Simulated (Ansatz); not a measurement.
AlV4C3:
```
AlV4C3
1.0
    2.90671     0.00000     0.00000
   -1.45335     2.51728     0.00000
    0.00000     0.00000    22.70807
Al V C
2 8 6
Direct
  0.33333   0.66667   0.25000
  0.66667   0.33333   0.75000
  0.00000   0.00000   0.84552
  0.00000   0.00000   0.15448
  0.00000   0.00000   0.34552
  0.00000   0.00000   0.65448
  0.66667   0.33333   0.94570
  0.33333   0.66667   0.05430
  0.33333   0.66667   0.44570
  0.66667   0.33333   0.55430
  0.33333   0.66667   0.89219
  0.66667   0.33333   0.10781
  0.66667   0.33333   0.39219
  0.33333   0.66667   0.60781
  0.00000   0.00000   0.50000
  0.00000   0.00000   0.00000
```

Relaxed with r²SCAN.

**Question.** Give the Bader charges and basin volumes of the independent atoms, the program Ansatz at the r²SCAN level (PAW).

**Answer.** 

```json
[
 {"atom": "Al1", "Bader charge (e)": "-0.26", "Bader volume (Å³)": "16.8"},
 {"atom": "V3", "Bader charge (e)": "+1.04", "Bader volume (Å³)": "10.2"},
 {"atom": "V7", "Bader charge (e)": "+1.59", "Bader volume (Å³)": "7.4"},
 {"atom": "C11", "Bader charge (e)": "-1.71", "Bader volume (Å³)": "10.3"},
 {"atom": "C15", "Bader charge (e)": "-1.59", "Bader volume (Å³)": "10.5"}
]
```

Space group P6_3/mmc. The start of the workflow was typed in or built on a structure type; the Crystallography Open Database copy checked does not list it. Whether it is the stable phase at ambient conditions was not checked. Symmetry was held in the r²SCAN relaxation; whether a distortion lowers the energy is not shown. The workflow began spin-polarised and lost its moments.

Potentials: the later of the program's two PAW sets.
